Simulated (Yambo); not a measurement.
LuVO4 (space group I4_1/amd, No. 141), G0W0@PBEsol in Yambo with this input:

```
rim_cut
gw0
dyson
el_el_corr
HF_and_locXC
ppa
em1d
RandQpts= 1000000
RandGvec= 1 Ry
EXXRLvcs= 100 Ry
VXCRLvcs= 400 Ry
Chimod= "HARTREE"
% BndsRnXp
 5 | 253 |
%
NGsBlkXp= 7 Ry
% LongDrXp
 1.0 | 1.0 | 1.0 |
%
PPAPntXp= 27.2114 eV
% GbndRnge
 1 | 253 |
%
GTermKind= "BG"
DysSolver= "n"
ExtendOut
```

On a 2×2×2 mesh, with wavefunctions cut at 100 Ry, the gap (Γ → Γ) is 4.939 eV and the valence edge shifts by -0.558 eV.

Task: What happens with this change: 2 Ry block?

Result: The gap rises by 0.705 eV, to 5.644 eV; the shift of the valence edge becomes -0.718 eV. Neither run is shown to be the converged limit. In the run with 253 bands and a 7 Ry block, which covers more k points, the smallest G0W0 gap is 4.76 eV, X → Γ.

Geometry of the Materials Project entry, not relaxed at this level; primitive cell a = 5.827 Å, b = 5.827 Å, c = 5.827 Å, α = 106.49°, β = 106.49°, γ = 115.62°.

The runs are not spin-polarised; magnetic order was not tried.

A shift is the quasiparticle energy of the state minus its PBEsol energy.
